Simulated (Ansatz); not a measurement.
**E(M) for NiPt (P4/mmm)**

Geometry: a structure from the Materials Project; nothing is relaxed.

Common settings: LDA, 11×11×8 k mesh, Fermi–Dirac smearing of 0.1 eV. PAW means Ansatz 0.2.0 on its default frozen-core files; LAPW is all-electron LAPW in Ansatz 0.2.0. Site moments are integrated in spheres about the atoms, whose radii differ between the methods.

Input of the first run:

```yaml
crystal:
  lattice:
    - [2.7099397941, 0.0, 0.0]
    - [0.0, 2.7099397941, 0.0]
    - [0.0, 0.0, 3.57832]
  atoms:
    - { symbol: Ni, position: [0.5, 0.5, 0.5], spin: 1.5 }
    - { symbol: Pt, position: [0.0, 0.0, 0.0], spin: 0.6 }
magnetization:
  spin_polarized: true
kpoints:
  mp_grid: { grid: [11, 11, 8] }
scf:
  occupations: { method: fermi_dirac, width: 0.1 }
  lower_state_search: "off"
hamiltonian:
  xc: lda
  pseudopotentials: { kind: paw }
output:
  forces: true
  stress: true
  eigenvalues: true
  populations: true
  dos: { projected: true, de: 0.1, e_range: [-8, 5] }
  write_density: true
  write_potential: true
  elf: true
  volumetric_format: npy
```

Command: `ansatz run input.yaml --threads 1 --pin off --max-ram 3072MiB --backend cpu --events-out ev --progress --plain --runs-dir out`

The input for «total moment held at 0.43 μB» by PAW differs from it in these lines, output keys apart:

```diff
-    - { symbol: Ni, position: [0.5, 0.5, 0.5], spin: 1.5 }
-    - { symbol: Pt, position: [0.0, 0.0, 0.0], spin: 0.6 }
+    - { symbol: Ni, position: [0.5, 0.5, 0.5], spin: 0.285 }
+    - { symbol: Pt, position: [0.0, 0.0, 0.0], spin: 0.145 }
+  initial_magnetization: 0.43
+  spin_locking: { lock_magnetization: hard }
```

The input for «total moment held at 0.31 μB» by LAPW differs from it in these lines, output keys apart:

```diff
-    - { symbol: Ni, position: [0.5, 0.5, 0.5], spin: 1.5 }
-    - { symbol: Pt, position: [0.0, 0.0, 0.0], spin: 0.6 }
+    - { symbol: Ni, position: [0.5, 0.5, 0.5], spin: 0.205 }
+    - { symbol: Pt, position: [0.0, 0.0, 0.0], spin: 0.105 }
+  initial_magnetization: 0.31
+  spin_locking: { lock_magnetization: hard }
-  pseudopotentials: { kind: paw }
+  pseudopotentials: { kind: all_electron, lapw: { basis_error: 0.001 } }
```

The total moment M of the cell is held by giving each spin its own Fermi level. Half their difference over μB is the field that would hold M, so μB·B = dF/dM. Energies count from each method's free run. The held moment starts on the atoms that carry the free run's moments.

The free PAW run: Site moments (μB): Ni1 0.44, Pt2 0.19. Cell moment 0.62 μB.

```tsv
M (μB/cell)	ΔF PAW (meV/cell)	ΔF LAPW (meV/cell)	B, PAW (T)	largest site moment, PAW (μB)	pressure, PAW (GPa)
0.00	+2.0	+1.9	–	0.00	-13.0
0.15	+1.7	–	-50	0.11	-13.0
0.31	+1.1	+1.0	-83	0.23	-12.8
0.43	+0.5	–	-79	0.31	-12.7
0.52	+0.2	+0.1	-55	0.38	-12.6
0.68	+0.1	+0.1	+56	0.49	-12.3
0.74	+0.4	+0.4	+127	0.53	-12.2
0.83	+1.4	–	+273	0.59	-12.0
```

Against an unpolarised PAW run, spin polarisation gains 1.0 meV per atom; the pressure goes from -13.0 to -12.4 GPa, the usual magnetovolume effect: the magnetic state wants the larger volume.

Question: Fit ΔF = E₀ + a₂M² + a₄M⁴ to the PAW points up to M = 0.83 μB, leaving out M = 0.31. What does the fit give, and how well does it predict the point left out?

Answer: E₀ = +2.0 meV, a₂ = -10.60 meV/μB², a₄ = +14.179 meV/μB⁴, with a worst miss of 0.0 meV. At M = 0.31 it gives +1.1 meV against the computed +1.1. Since a₂ < 0 the minimum lies at M₀ = √(−a₂/2a₄) = 0.61 μB, against 0.62 μB from the free run.

Separate runs put a uniform field on the spins (g = 2):

| field (T) | M PAW (μB/cell) | M LAPW (μB/cell) |
| --- | --- | --- |
| 500 | 0.926 | 0.924 |
| 1000 | 1.065 | 1.064 |

The rows needn't lie on one branch: at M = 0 the run is unmagnetised, so slopes across such rows needn't follow B.

The PAW files were made with PBE; the program remakes their cores once for the run's functional and then keeps them frozen. The Ansatz runs typed with the search for lower states off end where their start leads. Spin–orbit coupling is left out although heavy atoms are present. These are results for the start and cell typed. The real compound can order otherwise, in a larger cell, or not at all, since semilocal functionals at zero temperature often overstate magnetism.
